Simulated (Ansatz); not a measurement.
ZnCu$_{2}$SnS$_{4}$:
```
ZnCu2SnS4
1.0
   -2.70701     2.70701     5.41051
    2.70701    -2.70701     5.41051
    2.70701     2.70701    -5.41051
Cu Zn Sn S
2 1 1 4
Direct
  0.00000   0.00000   0.00000
  0.75000   0.25000   0.50000
  0.25000   0.75000   0.50000
  0.50000   0.50000   0.00000
  0.63518   0.62871   0.52216
  0.10655   0.11302   0.47784
  0.37129   0.89345   0.00647
  0.88698   0.36482   0.99353
```

The program Ansatz at the r²SCAN level (PAW) gives a gap of 0.47 eV without spin–orbit coupling, maximum at Γ, minimum at Γ.

What happens when spin–orbit coupling is switched on?

The gap stays essentially unchanged, to 0.47 eV; maximum at Γ, minimum at Γ.

Give the electron effective mass with spin–orbit coupling.

0.11 mₑ (isotropic).

Give the hole effective mass with spin–orbit coupling.

0.14, 0.61, 0.61 mₑ (principal values).

Space group I-4. The cell was relaxed with r²SCAN under the symmetry of its start. The run is not spin-polarised.

Potentials: the later of the program's two PAW sets.
